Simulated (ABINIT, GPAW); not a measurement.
This is a calculation of TaWC2 for GPAW 26.7.0 (ASE script). The cell comes from a database or a generator and needn't be the stable form of this composition.

The input run.py:

```python
from ase import Atoms
from ase.dft.bandgap import bandgap
from ase.io import write
from ase.units import Bohr, GPa
from gpaw import GPAW, PW
from gpaw.elf import elf_from_dft_calculation

atoms = Atoms(['W', 'Ta', 'C', 'C'],
              cell=[[1.5718551461, 0.9075109917, 5.1016196719],
                    [-1.5718551461, 0.9075109917, 5.1016196719],
                    [0.0, -1.8150219835, 5.1016196719]],
              scaled_positions=[[0.0, 0.0, 0.0],
                                [0.5, 0.5, 0.5],
                                [0.250933, 0.250933, 0.250933],
                                [0.749067, 0.749067, 0.749067]],
              pbc=True)

calc = GPAW(mode=PW(800),
            xc='PBE',
            kpts={'size': (10, 10, 10), 'gamma': True},
            occupations={'name': 'fermi-dirac', 'width': 0.05},
            nbands=33,
            convergence={'density': 1e-05, 'energy': 1e-05},
            maxiter=150,
            txt='gpaw.txt')
atoms.calc = calc
energy = atoms.get_potential_energy()
forces = atoms.get_forces()
stress = atoms.get_stress()
calc.write('gs.gpw')
write('result.traj', atoms)
print(f'Energy: {energy:.6f} eV')
print('Forces (eV/A):')
print(forces.round(4))
print('Stress (GPa):', (stress / GPa).round(3))
print('Fermi level:', round(calc.get_fermi_level(), 4), 'eV')
print(f'Gap: {bandgap(calc)[0]:.4f} eV, direct: {bandgap(calc, direct=True)[0]:.4f} eV')

# fields on the real-space grid
write('density.cube', atoms, data=calc.get_pseudo_density() * Bohr**3)
write('potential.cube', atoms, data=calc.get_electrostatic_potential())
write('elf.cube', atoms, data=elf_from_dft_calculation(calc).data)
```

Potentials or basis: GPAW PAW data sets (gpaw-data 1.2.1), pw.

Launch:

```sh
$ OMP_NUM_THREADS=1 python run.py
```

Problem. Set up the same calculation for ABINIT 10.8.3 (patched build). Potentials or basis there: JTH PAW PBE v2.0, cutoff 517 eV.

Solution. As run (cutoffs and basis follow the program's own potentials, and thresholds, step limits or extra output files can differ):

File run.abi:

```
# Pseudopotentials
pp_dirpath "./"
pseudos "W.GGA_PBE-JTH.xml, Ta.GGA_PBE-JTH.xml, C.GGA_PBE-JTH.xml"

# Structure
structure "poscar:POSCAR"
natom 4

# Plane-wave basis
ecut 19.0
pawecutdg 38.0
pawxcdev 0

# k points
kptopt 1
ngkpt 10 10 10
nshiftk 1
shiftk 0.0 0.0 0.0

# Exchange and correlation
ixc 11

# Bands and occupations
nband 22
occopt 3
tsmear 0.05 eV

# SCF cycle
nstep 100
tolvrs 1.0e-9

# Output
iomode 3
prtwf 0
prtden 0
prteig 0
prtebands 0
enunit 2
```

POSCAR

```
TaWC2
1.0
    1.5718551461      0.9075109917      5.1016196719
   -1.5718551461      0.9075109917      5.1016196719
    0.0000000000     -1.8150219835      5.1016196719
W Ta C
1 1 2
Direct
    0.0000000000      0.0000000000      0.0000000000  W
    0.5000000000      0.5000000000      0.5000000000  Ta
    0.2509330000      0.2509330000      0.2509330000  C
    0.7490670000      0.7490670000      0.7490670000  C
```

Potentials or basis: JTH PAW PBE v2.0.

Run with:

```console
$ abinit run.abi > log 2>&1
```

Both were run:

|  | GPAW | ABINIT |
| --- | --- | --- |
| Pressure | -2.5 GPa | -2.4 GPa |

Pressure is positive in compression.
